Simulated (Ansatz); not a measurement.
BiB (wurtzite, P6_3mc) at seven volumes, PBE (plane waves, PAW; program Ansatz), shape and atoms relaxed at each. One row is withheld.

```csv
V (Å³/atom),P (GPa)
19.093,8.58
19.722,5.23
20.351,2.39
20.981,0.00
21.610,-2.01
22.240,-3.70
22.869,?
```

Fit the shown pressures and predict the withheld one.

P = (3/2)B₀(x^(7/2) − x^(5/2))[1 + (3/4)(B′ − 4)(x − 1)] with x = (V₀/V)^(2/3). Least squares on the six rows gives V₀ = 20.982 Å³/atom, B₀ = 72.9 GPa, B′ = 4.69. At V = 22.869, x = 0.9442 and P = -5.13 GPa. The run itself gave -5.14 GPa.

The cell is a constructed one: a structure type filled with these elements; neither database checked (COD, Materials Project) lists it. Whether it is the stable phase at ambient conditions was not checked. The cell was relaxed with PBE under the symmetry of its start; whether a distortion lowers the energy is not shown. Spin–orbit coupling is left out wherever it is not named.

Potentials: the later of the program's two PAW sets.
